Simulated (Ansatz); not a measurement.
# Pb₂C: from a first guess to the relaxed fluorite type

First guess:

```
CELL_PARAMETERS angstrom
0.00000 3.32341 3.32341
3.32341 0.00000 3.32341
3.32341 3.32341 0.00000
ATOMIC_POSITIONS crystal
C 0.00000 0.00000 0.00000
Pb 0.25000 0.25000 0.25000
Pb 0.75000 0.75000 0.75000
```

Theory: DFT, PBE, PAW with Ansatz's default frozen-core files, scalar-relativistic (Ansatz 0.2.0).

Cell and atoms relax within the symmetry of the start on a 10×10×10 k mesh with 0.05 eV Fermi–Dirac smearing.

The start is built from a prototype, known or not as a phase of this compound; the cutoff is 420 eV.

No spin–orbit coupling, which matters for the heavy atoms here.

(1) What is the pressure of the first guess?

(2) What does it relax to?

(3) How much energy does the relaxation release?

Answers

(1) -1.04 GPa.

(2) a = 6.605 Å, b = 6.605 Å, c = 6.605 Å, α = 90.00°, β = 90.00°, γ = 90.00° (conventional cell), 24.01 Å³ per atom:
Space group Fm-3m (No. 225). a = 6.605 Å, b = 6.605 Å, c = 6.605 Å, α = 90.00°, β = 90.00°, γ = 90.00°
```
atom  site  symmetry       x       y       z
   C    4a      m-3m  0.0000  0.0000  0.0000
  Pb    8c      -43m  0.2500  0.7500  0.7500
```

(3) 2 meV/atom.
